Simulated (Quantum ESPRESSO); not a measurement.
Electric field gradients in BaSr$_{3}$Te$_{4}$ (changed cell)

```yaml
crystal:
  lattice:
    - [6.82612, 0.00000, 0.00000]
    - [0.00000, 6.82612, 0.00000]
    - [0.00000, 0.00000, 6.82612]
  atoms:
    - { symbol: Ba, position: [0.00000, 0.00000, 0.00000] }
    - { symbol: Te, position: [0.50000, 0.00000, 0.00000] }
    - { symbol: Sr, position: [0.00000, 0.50000, 0.50000] }
    - { symbol: Te, position: [0.50000, 0.50000, 0.50000] }
    - { symbol: Sr, position: [0.50000, 0.00000, 0.50000] }
    - { symbol: Te, position: [0.00000, 0.00000, 0.50000] }
    - { symbol: Sr, position: [0.50000, 0.50000, 0.00000] }
    - { symbol: Te, position: [0.00000, 0.50000, 0.00000] }
```
The cell was made here from a computed Materials Project entry: one of 4 Sr replaced by Ba, cell and atoms relaxed (PBE without dispersion, pw.x of a modified build of Quantum ESPRESSO, symmetry kept). The parent is SrTe in Fm-3m; whether this form has been observed was not checked. The swapped cell is a model, not a known phase. Stability against distortions was not tested.

Computed: field gradients by the PAW reconstruction of the field gradient on a scalar-relativistic PBE ground state (Quantum ESPRESSO, JTH datasets), 20 Ha, k-mesh 4×4×4 through Γ.

| site | site symmetry | Vzz (10²¹ V/m²) | η_Q | ∣C_Q∣ (MHz) |
|---|---|---|---|---|
| Ba (atom 1) | m-3m | 0 | – | 0 (¹³⁷Ba) |
| Te1 (atoms 2, 6, 8) | 4/mmm | -7.76 | 0.00 | – |
| Sr (atoms 3, 5, 7) | 4/mmm | under 0.2 | – | under 1.4 (⁸⁷Sr) |
| Te2 (atom 4) | m-3m | 0 | – | – |

Quadrupole moments taken as inputs (sizes, barn, from the tables of PySCF and pymatgen): ¹³⁷Ba 0.245, ⁸⁷Sr 0.305.

Principal values are ordered |Vxx| ≤ |Vyy| ≤ |Vzz|, η = (Vxx − Vyy)/Vzz, and C_Q = eQVzz/h is given by its size. Cores are frozen. Te had no test against all-electron runs. Spin–orbit coupling is left out, a limit on Te.
